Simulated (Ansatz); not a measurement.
CuI (zinc blende)

```yaml
crystal:
  lattice:
    - [0.00000, 3.01151, 3.01151]
    - [3.01151, 0.00000, 3.01151]
    - [3.01151, 3.01151, 0.00000]
  atoms:
    - { symbol: I, position: [0.75000, 0.75000, 0.75000] }
    - { symbol: Cu, position: [0.00000, 0.00000, 0.00000] }
```

The slice is a {100} plane (indices of the conventional cell) through the point (0.000, 0.000, 0.000) (fractional), spanned by u = [100] and v = [0 1 -1] in vectors of this cell: u (4.26 Å) and v (4.26 Å, at 90° to u). It covers one period; positions are fractions (u, v).

Level of theory: r2SCAN (plane waves to 500 eV, PAW, scalar-relativistic; Ansatz, a program for electronic structure). k mesh 10×10×10. Inside the PAW spheres the values are not all-electron values, and peaks at nuclei hang on which shells count as valence. CuI is run without spin polarisation. CuI was relaxed with its symmetry unable to fall. Spin-orbit coupling is left out, though I is heavy.

### Question
Predict the map of the electrostatic potential energy of an electron, from the cell's mean on the slice.

### Answer
```
|xxxxxxx.=***********=.xxxxxx|
|xxxxxxx:+*###***###*+:xxxxxx|
|xxxxxx -+*#########*+- xxxxx|
|xxxxxx:+*###########*+:xxxxx|
|xxxxx:=*##%%%%%%%%%##*=:xxxx|
|xxx :=*#%%%%%%%%%%%%%#*=: xx|
|..:-+*#%%%@@@@@@@@@%%%#*+-:.|
|==++*#%%%@@@@@@@@@@@%%%#*++=|
|****##%%@@@@@@@@@@@@@%%##***|
|**###%%@@@@@@@@@@@@@@@%%###*|
|**###%%@@@@@@@@@@@@@@@%%###*|
|**###%%@@@@@@@@@@@@@@@%%###*|
|***##%%@@@@@@@@@@@@@@@%%##**|
|***##%%@@@@@@@@@@@@@@@%%##**|
|***##%%@@@@@@@@@@@@@@@%%##**|
|**###%%@@@@@@@@@@@@@@@%%###*|
|**###%%@@@@@@@@@@@@@@@%%###*|
|**###%%@@@@@@@@@@@@@@@%%###*|
|****##%%@@@@@@@@@@@@@%%##***|
|==++*#%%%@@@@@@@@@@@%%%#*++=|
|..:-+*#%%%@@@@@@@@@%%%#*+-:.|
|xxx :=*#%%%%%%%%%%%%%#*=: xx|
|xxxxx:=*##%%%%%%%%%##*=:xxxx|
|xxxxxx:+*###########*+:xxxxx|
|xxxxxx -+*#########*+- xxxxx|
|xxxxxxx:+*###***###*+:xxxxxx|
|xxxxxxx.=***********=.xxxxxx|
|xxxxxxx.=***********=.xxxxxx|
```
Scale: ten equal steps from -1.50 (start of ' ') to 6.05 (end of '@'), in the order ' .:-=+*#%@'. Values: electrostatic potential energy of an electron, from the cell's mean, in eV. The map has 28 points along u (one character each, u = 0 at the left) and 28 along v (v = 0 in the bottom row). Points within 1 Å of a nucleus are blanked (x), as the pseudised field means little there. The zero, the cell's mean, hangs on the PAW cores.
